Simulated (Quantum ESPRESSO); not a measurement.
pw.x input (Quantum ESPRESSO 7.5; LDA, PseudoDojo standard norm-conserving files, scalar-relativistic):

```
&CONTROL
  calculation = 'scf'
  pseudo_dir = './pseudo'
  outdir = './out'
  tprnfor = .true.
  tstress = .true.
/
&SYSTEM
  ibrav = 0
  nat = 2
  ntyp = 2
  ecutwfc = 84.0
  ecutrho = 336.0
  occupations = 'smearing'
  smearing = 'fd'
  degauss = 0.002
  nbnd = 8
/
&ELECTRONS
  conv_thr = 2e-10
/
ATOMIC_SPECIES
N 14.0070 N.upf
Al 26.9815 Al.upf
CELL_PARAMETERS angstrom
  0.000000000000   2.166603003000   2.166603003000
  2.166603003000   0.000000000000   2.166603003000
  2.166603003000   2.166603003000   0.000000000000
ATOMIC_POSITIONS crystal
N   0.250000000000   0.250000000000   0.250000000000
Al   0.000000000000   0.000000000000   0.000000000000
K_POINTS automatic
10 10 10 0 0 0
```

End of the output:

```
     total energy              =     -25.68410609 Ry
     estimated scf accuracy    <       0.00000008 Ry
     total energy              =     -25.68410612 Ry
     estimated scf accuracy    <          1.3E-09 Ry
     total energy              =     -25.68410612 Ry
     estimated scf accuracy    <          5.0E-09 Ry
[...]
     the Fermi energy is     9.2555 ev
!    total energy              =     -25.68410612 Ry
     estimated scf accuracy    <          1.3E-11 Ry
     smearing contrib. (-TS)   =      -0.00000000 Ry
     internal energy E=F+TS    =     -25.68410612 Ry
     The total energy is F=E-TS. E is the sum of the following terms:
     one-electron contribution =      -0.71000705 Ry
     hartree contribution      =       5.52528270 Ry
     xc contribution           =      -8.52444199 Ry
     ewald contribution        =     -21.97493978 Ry
     convergence has been achieved in  11 iterations
     Forces acting on atoms (cartesian axes, Ry/au):
     atom    1 type  1   force =     0.00000000    0.00000000    0.00000000
     atom    2 type  2   force =    -0.00000000   -0.00000000   -0.00000000
     Total force =     0.000000     Total SCF correction =     0.000000
     Computing stress (Cartesian axis) and pressure
          total   stress  (Ry/bohr**3)                   (kbar)     P=       -0.09
  -0.00000064   0.00000000  -0.00000000           -0.09        0.00       -0.00
   0.00000000  -0.00000064  -0.00000000            0.00       -0.09       -0.00
  -0.00000000  -0.00000000  -0.00000064           -0.00       -0.00       -0.09
```
In a gapped system the printed Fermi energy is only some level inside the gap.

Geometry relaxed with LDA.
